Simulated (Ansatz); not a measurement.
Relaxed-ion elastic tensor of LiGeN in space group P6_3mc (No. 186; Li on 2b, Ge on 2a, N on 2b) in GPa (Voigt order), PBEsol (plane waves, PAW; program Ansatz); density 4.34 g/cm³, 11.94 Å³ per atom.

|  | 1 | 2 | 3 | 4 | 5 | 6 |
|---|---|---|---|---|---|---|
| 1 | 255 | 50.3 | 13.0 | 0.0 | 0.0 | 0.0 |
| 2 | 50.3 | 255 | 13.0 | 0.0 | 0.0 | 0.0 |
| 3 | 13.0 | 13.0 | 117 | 0.0 | 0.0 | 0.0 |
| 4 | 0.0 | 0.0 | 0.0 | 18.8 | 0.0 | 0.0 |
| 5 | 0.0 | 0.0 | 0.0 | 0.0 | 18.8 | 0.0 |
| 6 | 0.0 | 0.0 | 0.0 | 0.0 | 0.0 | 102 |

**Question.** Is the crystal mechanically stable?

**Answer.** Yes: the smallest eigenvalue of C is 18.8 GPa.

**Question.** Work out the Voigt, Reuss and Hill averages.

**Answer.** K_V = 86.5, K_R = 72.4, K_H = 79.5; G_V = 64.6, G_R = 35.5, G_H = 50.1 GPa.

**Question.** Give Young's modulus, Poisson's ratio, Pugh's ratio and the universal anisotropy index.

**Answer.** E = 9KG/(3K + G) = 124 GPa; ν = 0.24; K/G = 1.59 (brittle by the Pugh limit of 1.75); A_U = 5G_V/G_R + K_V/K_R − 6 = 4.30.

**Question.** Estimate the sound speeds and the Debye temperature.

**Answer.** v_l = √((K + 4G/3)/ρ) = 5810 m/s, v_t = √(G/ρ) = 3400 m/s, mean 3770 m/s; Θ = (h/k)(3n/4πV)^(1/3) v_m = 491 K.

**Question.** Solve the Christoffel equation for the three sound speeds along x, y, z.

**Answer.** Eigenvalues of C_ijkl n_j n_l equal ρv² (piezoelectric stiffening left out). In km/s, slowest first: x 2.08, 4.86, 7.66; y 2.08, 4.86, 7.66; z 2.08, 2.08, 5.18.

**Question.** How much does each axis shrink under pressure?

**Answer.** Linear compressibilities β_i = Σ_j S_ij (j = 1 to 3): x 2.9, y 2.9, z 7.9 per TPa.

The workflow started from a Materials Project entry (that database holds measured and hypothetical structures alike); the Crystallography Open Database copy checked does not list it. Its standing as an ambient phase is unchecked. The cell was relaxed with PBEsol under the symmetry of its start; its stability against distortions is not shown here.

Potentials: the later of the program's two PAW sets.
